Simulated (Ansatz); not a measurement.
Ga₂C₃N₆: N-14 nuclear quadrupole resonance

Cell: a computed structure from the Materials Project (it need not be an observed phase), atoms as given.

Space group R-3c:H (No. 167); a = 5.6870, c = 28.0080 Å, γ = 120.00°.

| site | Wyckoff | site symmetry | x | y | z |
| --- | --- | --- | --- | --- | --- |
| Ga | 12c | 3. | 0.0000 | 0.0000 | 0.1637 |
| C | 18e | .2 | 0.6667 | 0.0245 | 0.0833 |
| N | 36f | 1 | 0.7247 | 0.0597 | 0.1260 |

One atom of each set is listed; the run and its k-mesh use a cell of 22 atoms with edges of 9.90, 9.90, 9.90 Å.

Computed with Ansatz: DFT, r2SCAN, plane waves and PAW, scalar-relativistic, 500 eV cutoff, Γ-centred 6×6×6 k-points, Fermi–Dirac smearing 0.02 eV.

N-14: I = 1, Q = 20.44 mb (year-2017 value). Static lattice, zero field.

**Question.** The simulated lines lie at 0.432, 0.498, 0.930 MHz. What are |C_Q|, η and |V_zz| at N?

**Answer.** For I = 1 the lines are ν± = (3/4)|C_Q|(1 ± η/3) and ν₀ = |C_Q|η/2. Here |C_Q| = 0.952 MHz, η = 0.91 and |V_zz| = 1.93 × 10²¹ V/m². The calculation gives V_zz negative; the lines don't show the sign. The site has 1 C at 1.23 Å, 2 Ga at 2.05–2.13 Å.

At this cell the r2SCAN pressure is -5 GPa (principal stresses up to 9 GPa in size), so with r2SCAN the cell would shrink if it were relaxed. The entry's cell may itself be off. The largest force is 0.5 eV/Å, so the atoms aren't at the calculated equilibrium and relaxing them would move these values.
